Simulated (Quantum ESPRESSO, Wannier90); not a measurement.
Tight-binding from DFT: WC (P-6m2)

```xyz
2
Lattice="2.9166 0.0000 0.0000 -1.4583 2.5258 0.0000 0.0000 0.0000 2.8394" Properties=species:S:1:pos:R:3 pbc="T T T"
W      0.0000     0.0000     0.0000
C     -1.4583     0.8419     1.4197
```

Structure: Materials Project mp-1894, symmetrised, not relaxed again. COD (Crystallography Open Database) has an entry of this formula and space group (matched by these alone). Computed values, not measurements, from PBEsol: Quantum ESPRESSO (norm-conserving PseudoDojo potentials, cutoff 66 Ry, no spin polarisation, no spin-orbit coupling) on a Γ-centred 12×12×12 mesh, then Wannier90. Density: 12×12×12 mesh, cold smearing 0.01 Ry. Spin-orbit coupling is left out although heavy elements are present.

Band 5 is isolated and gives one Wannier function a cell (C2 2s 54 %, W1 5d 25 %, W1 6s 14 %; spread 1.86 Å²). Its on-site energy is ε = -11.374 eV relative to the Fermi level, and its hoppings t(R) = t(−R) to the nearer images are (images within this range that aren't listed have |t| under 5 meV):

```csv
R (lattice vectors; −R alike),distance (Å),t (eV)
0 0 1,2.84,-0.250
0 1 0,2.92,-0.231
1 0 0,2.92,-0.231
1 1 0,2.92,-0.231
0 1 -1,4.07,-0.128
0 1 1,4.07,-0.128
1 0 -1,4.07,-0.128
1 0 1,4.07,-0.128
1 1 -1,4.07,-0.128
1 1 1,4.07,-0.128
```

### Question
Work out the band energy at Γ, M, K, A from these numbers.

### Answer
For one orbital E(k) = ε + Σ_R 2 t(R) cos(2π k·R), the sum over the listed R.
- Γ, k = (0.000, 0.000, 0.000): E = -11.374 + (-0.250)·(2.00) + (-0.231)·(6.00) + (-0.128)·(12.00) = -14.80 eV; pw.x: -14.34 eV
- M, k = (0.500, 0.000, 0.000): E = -11.374 + (-0.250)·(2.00) + (-0.231)·(-2.00) + (-0.128)·(-4.00) = -10.90 eV; pw.x: -11.00 eV
- K, k = (0.333, 0.333, 0.000): E = -11.374 + (-0.250)·(2.00) + (-0.231)·(-3.00) + (-0.128)·(-6.00) = -10.41 eV; pw.x: -10.24 eV
- A, k = (0.000, 0.000, 0.500): E = -11.374 + (-0.250)·(-2.00) + (-0.231)·(6.00) + (-0.128)·(-12.00) = -10.72 eV; pw.x: -10.30 eV

At these points the listed shells miss the plane-wave band by up to 0.46 eV, of a width of 4.09 eV on the path. With all its hoppings the model misses the band by 17 meV at worst on the whole path, so most of the miss comes from the hoppings not listed.
